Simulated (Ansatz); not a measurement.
# How long does this Ansatz run take?

```yaml
crystal:
  lattice:
    - [5.2114932151, 0.0, 0.0]
    - [0.0551005423, 6.5923414877, 0.0]
    - [0.627397591, 1.1258780301, 8.2685999029]
  atoms:
    - { symbol: Mg, position: [0.50065648, 8.712e-05, 0.4995609] }
    - { symbol: Mn, position: [0.50011848, 0.50005759, 0.50003108], spin: 4.0 }
    - { symbol: Mn, position: [0.99992442, 0.99998169, 1.44e-06], spin: 4.0 }
    - { symbol: Se, position: [0.47181453, 0.8104339, 0.17225327] }
    - { symbol: Se, position: [0.98389806, 0.28173437, 0.32342947] }
    - { symbol: Se, position: [0.01635149, 0.71828759, 0.67657895] }
    - { symbol: Se, position: [0.5279594, 0.18949529, 0.82776445] }
    - { symbol: O, position: [0.4459439, 0.43082154, 0.73327389] }
    - { symbol: O, position: [0.10030321, 0.93986789, 0.74098936] }
    - { symbol: O, position: [0.55395152, 0.56913395, 0.26676873] }
    - { symbol: O, position: [0.89894645, 0.06020466, 0.25924744] }
    - { symbol: O, position: [0.80278024, 0.24517877, 0.91551801] }
    - { symbol: O, position: [0.7516514, 0.77601012, 0.56700026] }
    - { symbol: O, position: [0.73784907, 0.26696759, 0.4918258] }
    - { symbol: O, position: [0.69532612, 0.82745968, 0.00531139] }
    - { symbol: O, position: [0.26253331, 0.73332828, 0.50825826] }
    - { symbol: O, position: [0.30444673, 0.17245677, 0.99469912] }
    - { symbol: O, position: [0.24861259, 0.22375373, 0.43290829] }
    - { symbol: O, position: [0.19693261, 0.75473848, 0.08457989] }
magnetization:
  spin_polarized: true
kpoints:
  mp_grid: { grid: [4, 3, 3] }
scf:
  occupations: { method: fermi_dirac, width: 0.02 }
hamiltonian:
  xc: pbe
  pseudopotentials: { kind: paw }
output:
  forces: true
  stress: true
  populations: true
  efg:
    quadrupole_moments_barn: { Mg: 0.1994, Mn: 0.33, O: -0.02558 }
    contact_densities: true
  write_density: true
  write_potential: true
  elf: true
  volumetric_format: npy
```

```sh
ansatz run input.yaml --threads 2 --pin off --max-ram 5120MiB --backend cpu --events-out ev --progress --plain --runs-dir out
```

It runs on 2 threads of Arm Neoverse V2 (aarch64; 32 cores open to the job, memory cap 5.0 GiB, no GPU), a shared host with a load of 0.8 a core.

(1) Estimate the wall time and the peak memory.

Answers

(1) About 4.5 min of wall time (8.7 min of CPU time) and 1.5 GiB. The run holds 176 valence electrons in 111 bands, about 5547 plane waves a k-point and 19 irreducible k-points, and took 23 SCF iterations. Times on a shared host vary by tens of per cent.
